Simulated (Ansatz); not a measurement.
# Property card for TiW

TiW:
```
TiW
1.0
    1.55446    -2.24453     0.00000
    1.55446     2.24453     0.00000
    0.00000     0.00000     4.36124
Ti W
1 1
Cartesian
  0.00000   0.00000   0.00000
  1.55446   0.00000   2.18062
```

Space group Cmmm (No. 65); conventional cell a = 3.109 Å, b = 4.489 Å, c = 4.361 Å, α = β = γ = 90.00°.

Method: the program Ansatz at the LDA level (PAW). Structure relaxed to zero pressure with the same functional. Other levels are named where they apply.

### Cell and energy

```yaml
volume_per_atom: 15.22 Å³
density: 12.64 g/cm³
Formation energy from the elements (no fitted shifts): -0.043 eV/atom
```

### Electronic structure

```yaml
electronic_character: metallic (no gap)
Density of states at the Fermi level: 1.4 states/eV per atom (mean over ±0.08 eV)
```

### Mechanics

```yaml
Bulk modulus (Birch–Murnaghan fit): 218 GPa
Pressure derivative B′: 3.8
Elastic constants (relaxed ions, GPa): C11 = 317, C22 = 333, C33 = 285, C12 = 176, C13 = 167, C23 = 181, C44 = 76.8, C55 = 30.5, C66 = 75.3
mechanical_stability: stable (all eigenvalues of C positive)
hill_bulk_and_shear_moduli: 220 and 60.2 GPa
Young's modulus: 166 GPa
Poisson's ratio: 0.37
debye_temperature_from_the_elastic_constants: 296 K
```

### Phonons

```yaml
highest_zone_centre_frequency: 244 cm⁻¹
zone_centre_stability: no imaginary mode at Γ
```

The first step of the workflow began from a Materials Project structure, measured or hypothetical; the Crystallography Open Database copy checked does not list it. With Ti and W taken as one species the cell has the higher symmetry Im-3m, so it may be an ordered model of a mixed-site phase. Its standing as an ambient phase is unchecked. Symmetry was held in the LDA relaxation. No spin polarisation was allowed. As this level gives no gap, shear constants depend on the k-mesh and smearing (Fermi–Dirac, 0.1 eV here). As this level gives no gap, phonon frequencies hold no LO–TO term and depend on the k-mesh and smearing (Fermi–Dirac, 0.1 eV here). Axis ratios of metals converge slowly with the k-mesh, so a and c are less sure than the volume. On the denser mesh and wider smearing of the elastic run this cell carries a stress of 0.5 GPa. The references are the lowest solids computed at this level, not always the standard phases. Spin–orbit coupling is left out wherever it is not named.

Potentials: the later of the program's two PAW sets.
